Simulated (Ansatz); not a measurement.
Data:

BaFeO3:
```xyz
5
Lattice="3.9393 0.0000 0.0000 0.0000 3.9393 0.0000 0.0000 0.0000 3.9393" Properties=species:S:1:pos:R:3 pbc="T T T"
Fe     1.9696     1.9696     1.9696
O      1.9696     1.9696     0.0000
O      0.0000     1.9696     1.9696
O      1.9696     0.0000     1.9696
Ba     0.0000     0.0000     0.0000
```
The run is spin-polarised; directions of the spins, atom by atom: ↑ 0 0 0 0.

This is the r²SCAN-relaxed structure.

Question: All from the program Ansatz at the r²SCAN level (PAW), unless another level is named. Give the electronic character.

Answer: metallic (no gap).

Question: Next, the formation energy from the elements (no fitted shifts)?

Answer: -2.17 eV/atom.

Question: And the density of states at the Fermi level?

Answer: 0.11 states/eV per atom (mean over ±0.08 eV).

Space group Pm-3m (cubic perovskite). The workflow started from an entry of the Crystallography Open Database (COD), which files this formula under 2 space groups. Its standing as an ambient phase is unchecked. The r²SCAN relaxation kept the symmetry of its start; its stability against distortions is not shown here. Magnetic state: ferromagnetic, chosen from 4 collinear starts compared on coarse meshes (ties went to the first, and starts can fall back to one state), not a proven ground state. Other orbital occupations within this spin state were not tried. No Hubbard U is applied. The compound may be a true metal, but semilocal functionals without U, or a wrong spin order, can also close a gap. The references are the lowest solids computed at this level, not always the standard phases (solids in place of the gases). Spin–orbit coupling is left out wherever it is not named.

Potentials: the later of the program's two PAW sets.
